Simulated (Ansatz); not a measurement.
Ti, DFT, PBEsol, PAW with Ansatz's default frozen-core files, scalar-relativistic (Ansatz 0.2.0), run on 1 thread of Arm Neoverse V1 on a shared host.

The cell comes from COD entry 9012924, which wasn't checked; take it as a given geometry. The listed cell was then made from it by scaling, straining or moving an atom.

Command: `ansatz run input.yaml --threads 1 --pin off --max-ram 3072MiB --backend cpu --events-out ev --progress --plain --runs-dir out`

```yaml
crystal:
  lattice:
    - [-1.641, 1.641, 1.62459]
    - [1.641, -1.641, 1.62459]
    - [1.641, 1.641, -1.62459]
  atoms:
    - { symbol: Ti, position: [0.0, 0.0, 0.0] }
kpoints:
  mp_grid: { grid: [14, 14, 14] }
scf:
  occupations: { method: fermi_dirac, width: 0.05 }
hamiltonian:
  xc: pbesol
  pseudopotentials: { kind: paw }
output:
  forces: true
  stress: true
  eigenvalues: true
  efg: { contact_densities: true }
```

(1) How large is the problem that the program sets up?

(2) Estimate the wall time and the peak memory.

(3) And the same cell and mesh by crystal-made all-electron datasets, asked for forces, stress, eigenvalues, efg, on the same hardware?

## Answers

(1) 244 irreducible k-points, 337 plane waves at Γ, 10 bands.

(2) 3.3 s of wall time for 6 SCF iterations, with a peak of 0.35 GiB. Times on shared machines scatter by tens of per cent.

(3) 7.1 s, peak memory 0.35 GiB.
